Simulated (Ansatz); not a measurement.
Data:

Si$_{2}$Mo:
```cif
data_Mo2Si4
_chemical_formula_sum 'Mo2 Si4'
_space_group_name_H-M_alt 'I4/mmm'
_space_group_IT_number 139
_space_group_name_Hall '-I 4 2'
_cell_length_a 3.17415
_cell_length_b 3.17415
_cell_length_c 7.77731
_cell_angle_alpha 90.000
_cell_angle_beta 90.000
_cell_angle_gamma 90.000
loop_
_atom_site_label
_atom_site_type_symbol
_atom_site_symmetry_multiplicity
_atom_site_Wyckoff_symbol
_atom_site_fract_x
_atom_site_fract_y
_atom_site_fract_z
_atom_site_occupancy
Mo1 Mo 2 a 0.00000 0.00000 0.00000 1
Si1 Si 4 e 0.00000 0.00000 0.33522 1
```
(The calculation used a cell of 3 atoms; values per cell refer to that cell.)

This is the LDA-relaxed structure.

Problem. All from LDA (plane waves, PAW; program Ansatz), unless another level is named. Predict the bulk modulus (Birch–Murnaghan fit).

Solution. 224 GPa.

Problem. And the highest zone-centre frequency?

Solution. 439 cm⁻¹.

The cell was relaxed with LDA under the symmetry of its start; of distortions, only those at the zone centre were tested. No spin polarisation was allowed. As this level gives no gap, phonon frequencies hold no LO–TO term and depend on the k-mesh and smearing (Fermi–Dirac, 0.1 eV here).

Potentials: the later of the program's two PAW sets.
